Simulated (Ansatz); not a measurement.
A structure of GeSe relaxed with PBEsol (plane waves to 420 eV, PAW, scalar-relativistic; Ansatz, a quantum-chemistry and plane-wave program); single points at other levels follow on the same geometry (Ansatz, PAW; HSE06 at 420 eV on a 4×6×4 k-mesh; no spin-orbit coupling). Space group Pnma (No. 62).

```yaml
crystal:
  lattice:
    - [7.75604, 0.00000, 0.00000]
    - [0.00000, 3.84120, 0.00000]
    - [0.00000, 0.00000, 5.82638]
  atoms:
    - { symbol: Ge, position: [0.01183, 0.75000, 0.77522] }
    - { symbol: Ge, position: [0.98817, 0.25000, 0.22478] }
    - { symbol: Ge, position: [0.51183, 0.75000, 0.72478] }
    - { symbol: Ge, position: [0.48817, 0.25000, 0.27522] }
    - { symbol: Se, position: [0.82043, 0.25000, 0.61125] }
    - { symbol: Se, position: [0.67957, 0.75000, 0.11125] }
    - { symbol: Se, position: [0.17957, 0.75000, 0.38875] }
    - { symbol: Se, position: [0.32043, 0.25000, 0.88875] }
```

```tsv
level	gap (eV)	kind	conduction minimum
PBEsol	0.33	indirect	75 % of the way from Γ to Z
HSE06	[?]	–	[?]
```

Some entries are withheld; supply them.


- HSE06, gap (eV): 0.84
- HSE06, conduction minimum: k = (0, 0, 0.375)

HSE06 gaps come from a coarse mesh plus a few chosen points, so they may be too large. No spin polarisation in the result.

The run could not lose the symmetry of its start.

It was reached from a disturbed copy of a P6₃/mmc (No. 194) cell (NiAs type), against which it lies -0.05 eV/atom.

The first start was generated by placing the elements on the sites of a structure type. A measured structure of GeSe has the same space group, Pnma (No. 62); the sites were not compared with it.
